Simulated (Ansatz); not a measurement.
P:
```
CELL_PARAMETERS angstrom
      0.00000     2.71560     2.71560
      2.71560     0.00000     2.71560
      2.71560     2.71560     0.00000
ATOMIC_POSITIONS crystal
  P  0.25000 0.25000 0.25000
  P  0.00000 0.00000 0.00000
```

Relaxed with r²SCAN. Special points in fractions of this cell's reciprocal vectors: Γ (0.000, 0.000, 0.000); X (0.500, 0.000, 0.500); U (0.625, 0.250, 0.625); K (0.375, 0.375, 0.750); L (0.500, 0.500, 0.500); W (0.500, 0.250, 0.750).

Q: List the band energies nearest the Fermi level at these points for DFT-r²SCAN in the program Ansatz with PAW potentials.

A: In eV from the Fermi level; about four levels below and three above (degenerate sets whole), none deeper than 8.9 eV; … stands for higher levels left out; points with the same levels are listed once.

```csv
k,below,above
Γ,-3.37 -0.20 -0.20 -0.20,6.43 …
X,-6.07 -6.07 -1.41 -1.41,6.09 6.09 …
U,-7.06 -5.70 -1.09,1.60 4.37 4.43
L,-4.69 -4.69 -2.54,1.15 1.15 6.01
W,-6.69 -6.69,1.56 1.56 2.46 2.46
```

Space group Fd-3m (diamond). A made-up cell: these elements were put on the sites of a structure type; neither database checked (COD, Materials Project) lists it. It is not the phase usual at ambient conditions (space group No. 64). Symmetry was held in the r²SCAN relaxation. At this level the phase is mechanically unstable.

Potentials: the later of the program's two PAW sets.
